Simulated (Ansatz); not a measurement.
A geometry of Ir away from equilibrium: the start of the relaxation of a generated trial cell of Ir in the AFLOW prototype A_tI4_139_e (as in Si). Computed with PBE (plane waves to 420 eV, PAW, scalar-relativistic; Ansatz, a first-principles code). Γ-centred k-mesh 15×15×15 on the run's cell (coarser than for final values), Fermi–Dirac smearing 0.05 eV.

```xyz
2
Lattice="-1.5389 1.5389 2.9888 1.5389 -1.5389 2.9888 1.5389 1.5389 -2.9888" Properties=species:S:1:pos:R:3 pbc="T T T"
Ir     0.0000     0.0000     4.8956
Ir     0.0000     0.0000     1.0819
```

**Question.** Predict the force on each atom, in eV/Å.

**Answer.** 
| atom | Fx | Fy | Fz |
|---|---|---|---|
| Ir1 | 0.00 | 0.00 | -2.50 |
| Ir2 | 0.00 | 0.00 | 2.50 |

**Question.** What is the pressure?

**Answer.** +121 GPa, compression positive.

**Question.** How far above the relaxed end point is this geometry?

**Answer.** 1.33 eV/atom; the path ends in I4/mmm (No. 139) (AFLOW prototype A_tI4_139_e (as in Si)).

No spin polarisation in the result.

The run could not lose the symmetry of its start, so the end can be a saddle point.

The end of the path is a generated cell of Ir: the first start was made by placing the elements on the sites of a structure type, and the end was not matched to a known phase here, so it may be hypothetical. Known forms of Ir include space group No. 225.
